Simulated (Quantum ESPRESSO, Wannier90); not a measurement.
# Wannierisation of P (Cmce)

```xyz
4
Lattice="3.2955 0.0000 0.0000 0.0000 0.0000 -4.5436 -1.6477 5.4650 0.0000" Properties=species:S:1:pos:R:3 pbc="T T T"
P     -1.6477     1.0478    -0.4036
P      1.6477    -1.0478     0.4036
P      0.0000    -1.0478     1.8683
P      0.0000     1.0478    -1.8683
```

Structure: Materials Project mp-157, symmetrised, not relaxed again. COD (Crystallography Open Database) has the formula in 3 space groups, this one among them (matched by group alone). Method: PBE plane waves in Quantum ESPRESSO 7.5 (PseudoDojo norm-conserving files, 36 Ry, no spin polarisation, no spin-orbit coupling), Bloch states on a 10×8×10 mesh through Γ, Wannier90 4.0.1. Density: 10×8×10 mesh, cold smearing 0.01 Ry. The cell is built of weakly bound layers, chains or molecules, whose nearest atoms lie 3.84 Å apart. Database cells relaxed without dispersion often hold them too far apart, which can enlarge gaps and weakens couplings between them; spacing and stacking were not compared with the measured crystal. The gap is small at this level and was sampled on the meshes and a path alone.

A tight-binding model is made by disentanglement and projection with no localisation steps (num_iter = 0), so the 16 orbitals stay atom-like: hydrogen-like P: s;p, axes along x, y, z; frozen window up to 1.59 eV relative to the valence-band maximum. It follows pw.x to 4.6 meV rms for states up to 1.1 eV relative to the valence-band maximum. Matrix elements depend on this choice of orbitals and windows.

Question: What are the on-site energies relative to the valence-band maximum, and how fast do the hoppings decay?

Answer: 
| atom | orbitals | energy (eV) |
|---|---|---|
| P1 | s | -8.68 |
| P1 | pz | -1.29 |
| P1 | px py | -1.25 |
| P2 | s | -8.68 |
| P2 | pz | -1.29 |
| P2 | px py | -1.25 |
| P3 | s | -8.68 |
| P3 | pz | -1.29 |
| P3 | px py | -1.25 |
| P4 | s | -8.68 |
| P4 | pz | -1.29 |
| P4 | px py | -1.25 |

```tsv
distance of the centres (Å)	largest modulus (eV)
2–3	2.5
3–4	0.69
4–5	0.19
5–6	0.28
6–7	0.11
7–8	0.052
8–9	0.040
9–10	0.016
10–11	0.014
11–12	0.0064
12–13	0.0023
```
